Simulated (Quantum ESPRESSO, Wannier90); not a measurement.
Wannierisation of Hg$_{2}$SeS (P-4m2)

```xyz
4
Lattice="4.2901 0.0000 0.0000 0.0000 4.2901 0.0000 0.0000 0.0000 6.0591" Properties=species:S:1:pos:R:3 pbc="T T T"
Hg     2.1451     0.0000    -1.4410
Hg     0.0000     2.1451     1.4410
Se     0.0000     0.0000     3.0295
S      2.1451     2.1451     0.0000
```

Structure: Materials Project mp-1223907, symmetrised, not relaxed again. Not found in the COD (Crystallography Open Database) copy used; not checked further. Level: PBEsol, no spin polarisation, no spin-orbit coupling; pw.x of Quantum ESPRESSO at 69 Ry with PseudoDojo potentials, 8×8×6 k-points, Wannier90. Density: 8×8×6 mesh, Gaussian smearing 0.01 Ry. Spin-orbit coupling is left out although heavy elements are present.

A tight-binding model is made by disentanglement and projection with no localisation steps (num_iter = 0), so the 26 orbitals stay atom-like: hydrogen-like Hg: s;p;d; Se: s;p; S: s;p, axes along x, y, z; frozen window up to 1.50 eV relative to the Fermi level. It follows pw.x to 0.4 meV rms for states up to 1.0 eV relative to the Fermi level. Matrix elements depend on this choice of orbitals and windows.

Question: Which pairs of orbitals on different sites are coupled most strongly? Give distance, modulus and how many such pairs a cell has.

Answer: 
| orbital | orbital | distance of the centres (Å) | modulus (eV) | pairs |
|---|---|---|---|---|
| Hg py | Se pz | 2.71 | 1.66 | 2 |
| Hg px | Se pz | 2.71 | 1.66 | 2 |
| Hg pz | Se py | 2.75 | 1.64 | 2 |
| Hg pz | Se px | 2.75 | 1.64 | 2 |
| Hg s | S px | 2.64 | 1.58 | 2 |
| Hg s | S py | 2.64 | 1.58 | 2 |
| Hg pz | S px | 2.64 | 1.54 | 2 |
| Hg pz | S py | 2.64 | 1.54 | 2 |
| Hg s | Se py | 2.74 | 1.54 | 2 |
| Hg s | Se px | 2.74 | 1.54 | 2 |
| Hg py | S pz | 2.64 | 1.53 | 2 |
| Hg px | S pz | 2.64 | 1.53 | 2 |
| Hg py | S s | 2.64 | 1.48 | 2 |
| Hg px | S s | 2.64 | 1.48 | 2 |
| Hg py | Se s | 2.71 | 1.44 | 2 |
| Hg px | Se s | 2.71 | 1.44 | 2 |
| Hg py | S py | 2.70 | 1.39 | 2 |
| Hg px | S px | 2.70 | 1.39 | 2 |
| Hg py | Se py | 2.79 | 1.31 | 2 |
| Hg px | Se px | 2.79 | 1.31 | 2 |
| Hg s | Se pz | 2.67 | 1.14 | 4 |
| Hg pz | Se s | 2.67 | 1.08 | 4 |
| Hg s | S pz | 2.58 | 1.06 | 4 |
| Hg s | S s | 2.58 | 1.02 | 4 |
| Hg s | Se s | 2.67 | 1.00 | 4 |
| Hg pz | S s | 2.58 | 0.98 | 4 |
| Hg px | Se px | 2.54 | 0.96 | 2 |
| Hg py | Se py | 2.54 | 0.96 | 2 |
| Hg px | S px | 2.49 | 0.85 | 2 |
| Hg py | S py | 2.49 | 0.85 | 2 |
